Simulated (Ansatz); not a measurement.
Space group Fd-3m:1 (No. 227). a = 7.789 Å, b = 7.789 Å, c = 7.789 Å, α = 90.00°, β = 90.00°, γ = 90.00°
```
atom site symmetry x y z
  Si   16d      .-3m  0.3750  0.8750  0.1250
  Si    8a      -43m  0.2500  0.2500  0.2500
   N   32e       .3m  0.3675  0.8675  0.3675
```

Equation of state of this Si$_{3}$N$_{4}$ structure (not necessarily the ground state), with shape and atoms relaxed at each volume where symmetry leaves them free. Method: DFT PBE, scalar-relativistic, plane waves, PAW (Ansatz).

Cutoff 420 eV; k points 6×6×6 on the computed 14-atom cell (Γ-centred); Gaussian smearing, width 0.02 eV; no spin polarisation.

| V (Å³/atom) | E − E(largest V) (meV/atom) | P (GPa) | gap on mesh (eV) |
| --- | --- | --- | --- |
| 7.426 | 72.97 | 48.75 | 3.86 |
| 7.680 | 8.19 | 33.61 | 3.72 |
| 7.933 | -34.39 | 20.64 | 3.59 |
| 8.186 | -58.03 | 9.52 | 3.46 |
| 8.439 | -65.34 | 0.00 | 3.34 |
| 8.692 | -58.77 | -8.14 | 3.23 |
| 8.945 | -40.24 | -15.11 | 3.12 |
| 9.283 | 0.00 | -22.82 | 2.98 |

Q: Fit a third-order Birch–Murnaghan equation to E(V).

A: V0 = 8.44 Å³/atom, B0 = 293 GPa, B0' = 4.1.

The gaps are read on the mesh, which can miss the band edges, so they can be too wide.

This form isn't the usual stable structure of the compound.